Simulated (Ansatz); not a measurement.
Relaxation of a generated trial cell of KMgH3 in the AFLOW prototype ABC3_hR10_161_a_a_b (as in LiNbO3); 10 atoms in the cell, which starts as R3c, hexagonal axes (No. 161), hR10; a = b = 5.500 Å, c = 14.526 Å, α = β = 90.00°, γ = 120.00°. The numbers are results of r2SCAN (plane waves to 500 eV, PAW, scalar-relativistic; Ansatz, a program for electronic structure), not measurements. Γ-centred k-mesh 5×5×5 on the run's cell (coarser than for final values), Fermi–Dirac smearing 0.05 eV. This is the first round of the run. 

The optimiser's lines from the output (shortened; P is positive under compression):

```
relax step   1: F+E_penalty+E_count = -7034.97636863 eV  Δ(F+E_penalty+E_count) = +0.000e0 eV  max|allowed force component| = 1.118e0 eV/Å  Δτ_max = 0.0000 Å  P = +3.983 GPa  Ω = 126.861 Å³  (6 SCF iters, dr2 threshold 1.00e-7 eV, accepted)
relax step   2: F+E_penalty+E_count = -7036.17402238 eV  Δ(F+E_penalty+E_count) = -1.198e0 eV  max|allowed force component| = 5.138e-1 eV/Å  Δτ_max = 0.1950 Å  P = -0.035 GPa  Ω = 133.805 Å³  (6 SCF iters, dr2 threshold 1.00e-6 eV, accepted)
relax step   3: F+E_penalty+E_count = -7036.77555510 eV  Δ(F+E_penalty+E_count) = -6.015e-1 eV  max|allowed force component| = 2.764e-1 eV/Å  Δτ_max = 0.1956 Å  P = +0.042 GPa  Ω = 128.406 Å³  (7 SCF iters, dr2 threshold 1.00e-6 eV, accepted)
relax step   4: F+E_penalty+E_count = -7036.95384558 eV  Δ(F+E_penalty+E_count) = -1.783e-1 eV  max|allowed force component| = 2.194e-1 eV/Å  Δτ_max = 0.1948 Å  P = +1.478 GPa  Ω = 122.767 Å³  (6 SCF iters, dr2 threshold 1.00e-6 eV, accepted)
relax step   5: F+E_penalty+E_count = -7037.03714375 eV  Δ(F+E_penalty+E_count) = -8.330e-2 eV  max|allowed force component| = 1.082e-2 eV/Å  Δτ_max = 0.1006 Å  P = -0.183 GPa  Ω = 127.826 Å³  (6 SCF iters, dr2 threshold 1.00e-6 eV, accepted)
relax step   6: F+E_penalty+E_count = -7037.03826356 eV  Δ(F+E_penalty+E_count) = -1.120e-3 eV  max|allowed force component| = 1.596e-3 eV/Å  Δτ_max = 0.0128 Å  P = -0.005 GPa  Ω = 127.215 Å³  (5 SCF iters, dr2 threshold 1.45e-7 eV, accepted)
relax step   7: F+E_penalty+E_count = -7037.03863519 eV  Δ(F+E_penalty+E_count) = -3.716e-4 eV  max|allowed force component| = 1.640e-3 eV/Å  Δτ_max = 0.0000 Å  P = -0.001 GPa  Ω = 127.215 Å³  stress off target by 1.02e-3 GPa  SCF on the basis re-selected at this cell (its energy is not comparable with the rows above)  (5 SCF iters)
```

From the first to the last row the energy changes by -0.21 eV/atom and the volume by +0.3 %. The last row is marked as not comparable with the walk above it, whose basis was carried along; it does compare with step 1, since both stand on a basis selected at the nominal cutoff for their own cell.

Later rounds, restarted from the end of this one on a renewed k-mesh, logged 2 more steps and released under 1 meV/atom more. The final structure after all rounds: Pm-3m (No. 221), cP5, cubic perovskite type; a = 3.9918 Å, b = 3.9918 Å, c = 3.9918 Å, α = 90.00°, β = 90.00°, γ = 90.00°. Between re-selections the logged energies stand on a plane-wave basis carried along with the cell. No spin polarisation in the result.

The run could not lose the symmetry of its start; a randomly shaken copy of 10 atoms returns to this structure.
